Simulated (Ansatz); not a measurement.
C (Fd-3m), two-dimensional strain map

Level of theory: DFT r2SCAN, scalar-relativistic, plane waves, PAW in Ansatz 0.2.0. Cutoff 500 eV, Γ-centred 12×12×12 k-points, Gaussian smearing of 0.05 eV. No spin polarisation. Energies are free energies at this smearing, counted from the undisturbed cell; pressure is positive in compression.

The starting cell (as given, not relaxed at this level; it stands at -2.4 GPa):

```
C
1.0
     0.00000    1.78340    1.78340
     1.78340    0.00000    1.78340
     1.78340    1.78340    0.00000
C
2
Direct
  0.50000 0.50000 0.50000
  0.75000 0.75000 0.75000
```

The cell is strained by p along both x and y and by q along z, fractional coordinates fixed. Points are written (p, q).

p was sampled at -0.030, -0.015, 0.000, 0.015, 0.030 and q at -0.030, -0.015, 0.000, 0.015, 0.030.

Task: Where on the computed points is the energy highest, and how high?

Result: At (0.030, 0.030): 66.5 meV/atom.

Task: Away from (0, 0), which computed point is lowest?

Result: (0.000, -0.015): 3.1 meV/atom.

The map, in meV/atom:

| p \ q | -0.030 | -0.015 | 0.000 | 0.015 | 0.030 |
| --- | --- | --- | --- | --- | --- |
| -0.030 | 61.1 | 43.6 | 36.0 | 37.9 | 48.9 |
| -0.015 | 27.4 | 12.6 | 7.4 | 11.2 | 23.9 |
| 0.000 | 15.4 | 3.1 | 0.0 | 5.6 | 19.6 |
| 0.015 | 23.1 | 13.2 | 12.0 | 19.2 | 34.4 |
| 0.030 | 48.8 | 41.0 | 41.6 | 50.2 | 66.5 |